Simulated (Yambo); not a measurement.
A G0W0@PBEsol run in Yambo for KHgF₃ (space group Cmmm, No. 65, within 0.06 Å of Pm-3m) (2×2×2 Γ-centred k mesh, bands 9 to 284 and a 7 Ry block in the screening, 284 bands in G with the Bruneval-Gonze terminator, plasmon pole fitted at 27.2 eV) gives these matrix elements, in eV, at the band edges ((-0.5, -0.5, -0.5) → Γ):

| state | E0 | <Vxc> | <Σx> | <Σc(E0)> | Z |
|---|---|---|---|---|---|
| valence edge | 0.000 | -24.809 | -30.142 | 4.141 | 0.804 |
| conduction edge | 0.304 | -13.056 | -8.835 | -3.111 | 0.849 |

**Question.** Solve the linearised quasiparticle equation for both states, give the gap, and say how exchange and correlation each act on it.

**Answer.** E = E0 + Z(Σx + Σc − Vxc). Valence: 0.000 + 0.804 × (-30.142 + (4.141) − (-24.809)) = -0.96 eV. Conduction: 0.304 + 0.849 × (-8.835 + (-3.111) − (-13.056)) = 1.25 eV. The gap is 2.21 eV, against 0.30 eV in PBEsol. Replacing Vxc by bare exchange alone would open it by 9.55 eV; correlation takes back 7.25 eV of that, and Z scales what is left. Nearest settings tried, and what they do to the gap: 190 bands in G: +17 meV; 190 bands in W, 190 bands in G: +107 meV; 6 Ry block (175 vectors against 191): +6 meV. Not varied: mesh. So the settings aren't converged at that level. The k mesh is coarse. 

Spin-orbit coupling is included.

Geometry of the Materials Project entry, not relaxed at this level; primitive cell a = 4.5326 Å, b = 4.5326 Å, c = 4.5244 Å, α = 90.00°, β = 90.00°, γ = 90.11°.
